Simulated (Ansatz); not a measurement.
## Calculated ⁶⁵Cu nuclear quadrupole resonance for GaCuCCl4O

Cell: a refined structure from the COD, its atoms then relaxed with PBE in this cell.

```cif
data_structure
_symmetry_space_group_name_H-M 'P 1'
_symmetry_Int_Tables_number 1
_cell_length_a 6.8769
_cell_length_b 7.0155
_cell_length_c 8.7594
_cell_angle_alpha 80.998
_cell_angle_beta 69.454
_cell_angle_gamma 85.731
_cell_volume 390.75
loop_
_atom_site_label
_atom_site_type_symbol
_atom_site_fract_x
_atom_site_fract_y
_atom_site_fract_z
_atom_site_occupancy
Ga1 Ga 0.20757 0.75749 0.76428 1
Ga2 Ga 0.79243 0.24251 0.23572 1
Cu3 Cu 0.02197 0.73550 0.22150 1
Cu4 Cu 0.97803 0.26450 0.77850 1
C5 C 0.28274 0.77582 0.21448 1
C6 C 0.71726 0.22418 0.78552 1
Cl7 Cl 0.92129 0.75698 0.98921 1
Cl8 Cl 0.07871 0.24302 0.01079 1
Cl9 Cl 0.78367 0.95544 0.38685 1
Cl10 Cl 0.21633 0.04456 0.61315 1
Cl11 Cl 0.84503 0.45391 0.38263 1
Cl12 Cl 0.15497 0.54609 0.61737 1
Cl13 Cl 0.48761 0.69167 0.82097 1
Cl14 Cl 0.51239 0.30833 0.17903 1
O15 O 0.43969 0.81228 0.21812 1
O16 O 0.56031 0.18772 0.78188 1
```

Atom numbers follow the list; atoms alike are taken as one site, whose name carries the number of the first.

All values are calculated (Ansatz; DFT, PBE, plane waves and PAW, scalar-relativistic, 420 eV cutoff, Γ-centred 3×3×3 k-points, Fermi–Dirac smearing 0.02 eV), not measured.

⁶⁵Cu: I = 3/2, Q = -204.0 mb (year-2017 value). Static lattice, zero field.

Task: At which frequencies do the ⁶⁵Cu NQR lines lie?

Result: For I = 3/2 there is one line, ν = (|C_Q|/2)(1 + η²/3)^½.

| site | atoms | V_zz (10²¹ V/m²) | C_Q (MHz) | η | line frequencies (MHz) |
| --- | --- | --- | --- | --- | --- |
| Cu | 3, 4 | -3.27 | 16.1 | 0.16 | 8.09 |

Task: And for ⁶³Cu (I = 3/2, Q = -220.0 mb) on Cu?

Result: C_Q scales with Q to 17.4 MHz, with lines at 8.72 MHz.

At Cu V_zz points along its shortest bond, to C (within 3°).

The database entry as given showed forces above 3 eV/Å or a pressure above 30 GPa, though relaxing it moves no atom far.

The relaxation (8 steps) took 3 min of wall time (3 min of CPU time) and 0.91 GiB at its peak, on 1 thread of AMD EPYC 7R32 (Zen 2) (x86_64; 4 cores open to the job, memory cap 3.0 GiB, no GPU), a shared host with a load of 0.4 a core.
